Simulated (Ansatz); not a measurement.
Theory: DFT PBE, scalar-relativistic, plane waves, PAW in Ansatz 0.2.0. All cells share a 420 eV cutoff and Γ-centred k meshes spaced at most about 0.3 Å⁻¹ (about 0.25 or finer for metals, 2π included). Collinear spin in cells that started with moments and kept them past the coarse steps, no spin elsewhere.

Temperature and zero-point effects are left out.

Two relaxed structures of ScAl₅:

A. (site moments Sc 0.2 μB)

```yaml
crystal:
  lattice:
    - [2.93826, 0.00000, 0.00000]
    - [0.00000, 2.93826, 0.00000]
    - [0.00000, 0.00000, 12.18020]
  atoms:
    - { symbol: Sc, position: [0.50000, 0.50000, 0.50000] }
    - { symbol: Al, position: [0.00000, 0.00000, 0.00000] }
    - { symbol: Al, position: [0.50000, 0.50000, 0.16245] }
    - { symbol: Al, position: [0.00000, 0.00000, 0.32231] }
    - { symbol: Al, position: [0.00000, 0.00000, 0.67769] }
    - { symbol: Al, position: [0.50000, 0.50000, 0.83755] }
```

B. (no spin)

```yaml
crystal:
  lattice:
    - [3.02880, 0.00000, 0.00000]
    - [-1.51440, 2.62302, 0.00000]
    - [0.00000, 0.00000, 13.63066]
  atoms:
    - { symbol: Sc, position: [0.00000, 0.00000, 0.00000] }
    - { symbol: Al, position: [0.33333, 0.66667, 0.17742] }
    - { symbol: Al, position: [0.66667, 0.33333, 0.33938] }
    - { symbol: Al, position: [0.00000, 0.00000, 0.50000] }
    - { symbol: Al, position: [0.33333, 0.66667, 0.66062] }
    - { symbol: Al, position: [0.66667, 0.33333, 0.82258] }
```

Question: Which placement of the atoms is lower in energy, and by how much?

Answer: A is lower, by 69 meV/atom. The two share one framework of sites and differ in which element sits where. A has Sc and Al ordered on fcc sites, space group P4/mmm (No. 123), 17.5 Å³/atom and no gap on its mesh; B has Sc and Al ordered on fcc sites, space group P-3m1 (No. 164), 18.0 Å³/atom and no gap. Counting all near atoms (those within 1.25 times the shortest distance at each site), A and B both have Sc 12, Al 12. Their magnetic states differ too, which can make part of the margin. Both come from invented guesses. A third cell relaxed alike, in Cmmm, lies 129 meV/atom below the lower of the two.

Another magnetic order may lie lower. Cells relaxed within their symmetry can be saddle points.
